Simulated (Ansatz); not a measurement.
GaAs:
```cif
data_As3Ga3
_chemical_formula_sum 'Ga3 As3'
_space_group_name_H-M_alt 'P 1'
_space_group_IT_number 1
_cell_length_a 4.08128
_cell_length_b 4.08128
_cell_length_c 8.93735
_cell_angle_alpha 90.000
_cell_angle_beta 90.000
_cell_angle_gamma 120.000
loop_
_space_group_symop_operation_xyz
  'x, y, z'
loop_
_atom_site_label
_atom_site_type_symbol
_atom_site_fract_x
_atom_site_fract_y
_atom_site_fract_z
_atom_site_occupancy
Ga1 Ga 0.50020 0.00000 0.66667 1
Ga2 Ga 0.00000 0.50020 0.33333 1
Ga3 Ga 0.49980 0.49980 0.00000 1
As1 As 0.50010 0.00000 0.16667 1
As2 As 0.00000 0.50010 0.83333 1
As3 As 0.49990 0.49990 0.50000 1
```

Relaxed with PBE.

Q: Which orbitals make up the states near the Fermi level in PBE (plane waves, PAW; program Ansatz)?

A: Within 0.5 eV of the Fermi level: As 4p 50 %, Ga 4p 24 %, Ga 4s 16 %, As 4s 7 %. Projections are on Löwdin-orthogonalised atomic valence shells; empty p or d shells of many metals are not among them.

Q: Tabulate the density of states.

A: States/eV per cell of 6 atoms, in 0.25 eV bins, energy from the Fermi level.

| E (eV) | total | As 4p | Ga 4p | Ga 4s |
|---|---|---|---|---|
| -7.85 | 0.00 | 0.00 | 0.00 | 0.00 |
| -7.60 | 0.03 | 0.01 | 0.00 | 0.02 |
| -7.35 | 1.29 | 0.57 | 0.06 | 0.63 |
| -7.10 | 2.79 | 1.21 | 0.16 | 1.33 |
| -6.85 | 2.31 | 1.00 | 0.15 | 1.02 |
| -6.60 | 3.10 | 1.32 | 0.21 | 1.35 |
| -6.35 | 1.81 | 0.76 | 0.18 | 0.68 |
| -6.10 | 0.96 | 0.41 | 0.10 | 0.34 |
| -5.85 | 0.84 | 0.36 | 0.10 | 0.29 |
| -5.60 | 2.67 | 1.10 | 0.35 | 1.01 |
| -5.35 | 3.40 | 1.38 | 0.38 | 1.27 |
| -5.10 | 1.92 | 0.79 | 0.25 | 0.66 |
| -4.85 | 1.16 | 0.55 | 0.26 | 0.23 |
| -4.60 | 1.27 | 0.60 | 0.31 | 0.25 |
| -4.35 | 1.32 | 0.66 | 0.36 | 0.21 |
| -4.10 | 1.53 | 0.81 | 0.45 | 0.18 |
| -3.85 | 1.95 | 1.07 | 0.63 | 0.15 |
| -3.60 | 2.25 | 1.28 | 0.72 | 0.14 |
| -3.35 | 2.82 | 1.64 | 0.89 | 0.16 |
| -3.10 | 3.73 | 2.20 | 1.14 | 0.23 |
| -2.85 | 3.45 | 2.06 | 1.00 | 0.25 |
| -2.60 | 2.96 | 1.80 | 0.82 | 0.22 |
| -2.35 | 3.88 | 2.52 | 1.04 | 0.20 |
| -2.10 | 3.76 | 2.48 | 1.01 | 0.16 |
| -1.85 | 4.11 | 2.79 | 1.08 | 0.14 |
| -1.60 | 4.38 | 3.05 | 1.09 | 0.13 |
| -1.35 | 4.26 | 2.96 | 1.07 | 0.13 |
| -1.10 | 4.52 | 3.11 | 1.19 | 0.11 |
| -0.85 | 2.02 | 1.45 | 0.49 | 0.04 |
| -0.60 | 1.05 | 0.74 | 0.27 | 0.02 |
| -0.35 | 0.36 | 0.24 | 0.10 | 0.01 |
| -0.10 | 0.10 | 0.06 | 0.02 | 0.01 |
| 0.15 | 0.10 | 0.03 | 0.02 | 0.03 |
| 0.40 | 0.33 | 0.09 | 0.07 | 0.10 |
| 0.65 | 1.11 | 0.29 | 0.28 | 0.33 |
| 0.90 | 2.80 | 0.83 | 0.70 | 0.75 |
| 1.15 | 2.94 | 0.92 | 0.75 | 0.81 |
| 1.40 | 1.55 | 0.47 | 0.42 | 0.41 |
| 1.65 | 2.93 | 0.94 | 0.86 | 0.70 |
| 1.90 | 3.45 | 1.11 | 1.12 | 0.72 |
| 2.15 | 3.81 | 1.30 | 1.31 | 0.67 |
| 2.40 | 3.29 | 1.12 | 1.23 | 0.49 |
| 2.65 | 3.87 | 1.48 | 1.18 | 0.73 |
| 2.90 | 4.13 | 1.37 | 1.62 | 0.59 |
| 3.15 | 3.22 | 0.97 | 1.51 | 0.33 |
| 3.40 | 3.75 | 1.10 | 1.81 | 0.29 |
| 3.65 | 2.46 | 0.67 | 1.24 | 0.16 |
| 3.90 | 2.10 | 0.49 | 1.10 | 0.13 |
| 4.15 | 3.89 | 0.80 | 2.16 | 0.17 |
| 4.40 | 3.13 | 0.72 | 1.70 | 0.12 |
| 4.65 | 3.62 | 0.87 | 1.90 | 0.16 |

Space group P6_222. The start of the workflow was typed in or built on a structure type; neither database checked (COD, Materials Project) lists it. It is not the phase usual at ambient conditions (space group No. 216). Symmetry was held in the PBE relaxation; whether a distortion lowers the energy is not shown. Spin–orbit coupling is left out wherever it is not named.

Potentials: the earlier of the program's two PAW sets.
